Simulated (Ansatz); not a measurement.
# Hf: strain and displacement

```yaml
crystal:
  lattice:
    - [0.00000, 2.22000, 2.22000]
    - [2.22000, 0.00000, 2.22000]
    - [2.22000, 2.22000, 0.00000]
  atoms:
    - { symbol: Hf, position: [0.00000, 0.00000, 0.00000] }
```

The cell is COD entry 1534929, as deposited and not checked against the literature; nothing was relaxed.

No spin–orbit coupling, which matters for the heavy atoms here.

Method: DFT, PBEsol, all-electron LAPW, scalar-relativistic in Ansatz 0.2.0.

Numerical set-up: a Γ-centred 16×16×16 k mesh, Fermi–Dirac smearing of 0.03 eV, basis error target 0.25 meV/atom, no spin polarisation.

The unchanged cell is at -1.60 GPa.

In a metal, stresses and small energies carry noise from the k mesh.

x, y and z are the Cartesian axes of the cell as listed; fractional coordinates follow a strain, and an engineering shear is twice the off-diagonal strain component.

(1) One change gave: energy change +5 meV/atom; stress change (xx, yy, zz, yz, xz, xy) 0.10, 0.10, 0.10, -1.18, -1.18, -1.18 GPa, compression positive. Which change was it?
A. equal xy, yz and zx engineering shear strains of +2 %
B. equal xy, yz and zx engineering shear strains of +1 %
C. equal xy, yz and zx engineering shear strains of -1 %
D. equal xy, yz and zx engineering shear strains of -2 %

## Answers

(1) A. For equal xy, yz and zx engineering shear strains of -2 %: energy change +5 meV/atom; stress change (xx, yy, zz, yz, xz, xy) 0.09, 0.09, 0.09, 1.18, 1.18, 1.18 GPa, compression positive. For equal xy, yz and zx engineering shear strains of -1 %: energy change +1 meV/atom; stress change (xx, yy, zz, yz, xz, xy) 0.03, 0.03, 0.03, 0.56, 0.56, 0.56 GPa, compression positive. For equal xy, yz and zx engineering shear strains of +1 %: energy change +1 meV/atom; stress change (xx, yy, zz, yz, xz, xy) 0.03, 0.03, 0.03, -0.59, -0.59, -0.59 GPa, compression positive.
